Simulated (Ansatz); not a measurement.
The start is a relaxed Bi2Se3 cell, doubled along one cell vector, shaken by Gaussian noise of σ = 0.08 Å a coordinate. Cell shape, volume and atoms are optimised at zero target pressure with r2SCAN (plane waves to 500 eV, PAW, scalar-relativistic; Ansatz, a program for electronic structure). The first steps use a coarse 7×7×2 k-mesh.

Input geometry:
```
Bi2Se3
1.0
    4.16148     0.00000     0.00000
   -2.08074     3.60395     0.00000
    0.00000     0.00000    20.47344
Se Bi
6 4
Direct
  0.95597   0.98272   0.99980
  0.98471   0.98240   0.49971
  0.28891   0.65348   0.33371
  0.35587   0.66676   0.83612
  0.64442   0.29534   0.16915
  0.69376   0.33402   0.67415
  0.32088   0.67655   0.09488
  0.33658   0.65539   0.59868
  0.70180   0.34382   0.41343
  0.65413   0.33245   0.90402
```

```yaml
largest_initial_force: 1.44 eV/Å, on Se4 (atoms numbered as listed)
energy_released: 0.05 eV/atom
band_gap_at_the_end: 0.92 eV, direct at Γ (no spin-orbit coupling)
optimiser_moves: 8
```

Final values are on a 9×9×4 k-mesh of the relaxed cell. No spin polarisation in the result. Spin-orbit coupling is missing; with elements this heavy it can move band edges by tenths of an eV or more.

The relaxed structure here is a generated cell of Bi2Se3: the first start was made by placing the elements on the sites of a structure type, and the end was not matched to a known phase here, so it may be hypothetical. Known forms of Bi2Se3 include space group No. 166.
